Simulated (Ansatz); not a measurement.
NaI:
```
NaI
1.0
    0.00000     3.26400     3.26400
    3.26400     0.00000     3.26400
    3.26400     3.26400     0.00000
Na I
1 1
Cartesian
  0.00000   0.00000   0.00000
  3.26400   3.26400   3.26400
```

Relaxed with PBE. Special points in fractions of this cell's reciprocal vectors: Γ (0.000, 0.000, 0.000); X (0.500, 0.000, 0.500); U (0.625, 0.250, 0.625); K (0.375, 0.375, 0.750); L (0.500, 0.500, 0.500); W (0.500, 0.250, 0.750).

**Question.** List the band energies nearest the valence-band maximum at these points for the program Ansatz at the PBE level (PAW).

**Answer.** In eV from the valence-band maximum; about four levels below and three above (degenerate sets whole), none deeper than 8.9 eV; points with the same levels are listed once.

```
k              below                above
-  -----------------  -------------------
Γ     0.00 0.00 0.00  3.58 7.96 7.96 7.96
X  -1.82 -0.71 -0.71       4.48 5.61 9.71
U  -1.56 -1.28 -0.57       5.20 6.67 8.61
L  -2.09 -0.27 -0.27       5.09 7.44 7.44
W  -1.34 -1.34 -0.89       5.77 7.46 7.46
```

Space group Fm-3m (rock salt). Symmetry was held in the PBE relaxation. Spin–orbit coupling is left out wherever it is not named.

Potentials: the later of the program's two PAW sets.
